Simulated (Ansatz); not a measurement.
Si3Bi4O12:
```yaml
crystal:
  lattice:
    - [-5.15532, 5.15532, 5.15532]
    - [5.15532, -5.15532, 5.15532]
    - [5.15532, 5.15532, -5.15532]
  atoms:
    - { symbol: Si, position: [0.62500, 0.37500, 0.25000] }
    - { symbol: Si, position: [0.87500, 0.12500, 0.75000] }
    - { symbol: Si, position: [0.25000, 0.62500, 0.37500] }
    - { symbol: Si, position: [0.75000, 0.87500, 0.12500] }
    - { symbol: Si, position: [0.37500, 0.25000, 0.62500] }
    - { symbol: Si, position: [0.12500, 0.75000, 0.87500] }
    - { symbol: Bi, position: [0.50000, 0.00000, 0.33233] }
    - { symbol: Bi, position: [0.00000, 0.83233, 0.50000] }
    - { symbol: Bi, position: [0.16767, 0.16767, 0.16767] }
    - { symbol: Bi, position: [0.83233, 0.50000, 0.00000] }
    - { symbol: Bi, position: [0.00000, 0.33233, 0.50000] }
    - { symbol: Bi, position: [0.50000, 0.00000, 0.83233] }
    - { symbol: Bi, position: [0.33233, 0.50000, 0.00000] }
    - { symbol: Bi, position: [0.66767, 0.66767, 0.66767] }
    - { symbol: O, position: [0.34751, 0.19179, 0.42004] }
    - { symbol: O, position: [0.80821, 0.72825, 0.15572] }
    - { symbol: O, position: [0.27175, 0.92747, 0.07996] }
    - { symbol: O, position: [0.07253, 0.65249, 0.34428] }
    - { symbol: O, position: [0.15249, 0.57253, 0.84428] }
    - { symbol: O, position: [0.69179, 0.84751, 0.92004] }
    - { symbol: O, position: [0.22825, 0.30821, 0.65572] }
    - { symbol: O, position: [0.42747, 0.77175, 0.57996] }
    - { symbol: O, position: [0.42004, 0.34751, 0.19179] }
    - { symbol: O, position: [0.15572, 0.80821, 0.72825] }
    - { symbol: O, position: [0.07996, 0.27175, 0.92747] }
    - { symbol: O, position: [0.34428, 0.07253, 0.65249] }
    - { symbol: O, position: [0.84428, 0.15249, 0.57253] }
    - { symbol: O, position: [0.92004, 0.69179, 0.84751] }
    - { symbol: O, position: [0.65572, 0.22825, 0.30821] }
    - { symbol: O, position: [0.57996, 0.42747, 0.77175] }
    - { symbol: O, position: [0.19179, 0.42004, 0.34751] }
    - { symbol: O, position: [0.72825, 0.15572, 0.80821] }
    - { symbol: O, position: [0.92747, 0.07996, 0.27175] }
    - { symbol: O, position: [0.65249, 0.34428, 0.07253] }
    - { symbol: O, position: [0.57253, 0.84428, 0.15249] }
    - { symbol: O, position: [0.84751, 0.92004, 0.69179] }
    - { symbol: O, position: [0.30821, 0.65572, 0.22825] }
    - { symbol: O, position: [0.77175, 0.57996, 0.42747] }
```

Relaxed with r²SCAN. Special points in fractions of this cell's reciprocal vectors: Γ (0.000, 0.000, 0.000); H (0.500, -0.500, 0.500); N (0.000, 0.000, 0.500); P (0.250, 0.250, 0.250).

Question: List the band energies nearest the valence-band maximum at these points for r²SCAN with spin–orbit coupling in the plane-wave PAW code Ansatz.

Answer: In eV from the valence-band maximum; about four levels below and three above (degenerate sets whole), none deeper than 8.9 eV; points with the same levels are listed once.

```json
[
 {"k": "Γ", "below": "-0.19 -0.19 -0.19 -0.19 -0.19 -0.19", "above": "4.09 4.09 4.18 4.18 4.18 4.18"},
 {"k": "H", "below": "0.00 0.00 0.00 0.00", "above": "4.13 4.13 4.13 4.13 4.13 4.13 4.13 4.13"},
 {"k": "N", "below": "-0.23 -0.23 -0.22 -0.22", "above": "4.06 4.06 4.08 4.08"},
 {"k": "P", "below": "-0.43 -0.43 -0.43 -0.41 -0.41", "above": "4.14 4.14 4.14"}
]
```

Space group I-43d. The first step of the workflow began from a Materials Project structure, measured or hypothetical; the Crystallography Open Database files this formula in space group No. 220, but the cells were not matched. Whether it is the stable phase at ambient conditions was not checked. Symmetry was held in the r²SCAN relaxation; whether a distortion lowers the energy is not shown.

Potentials: the later of the program's two PAW sets.
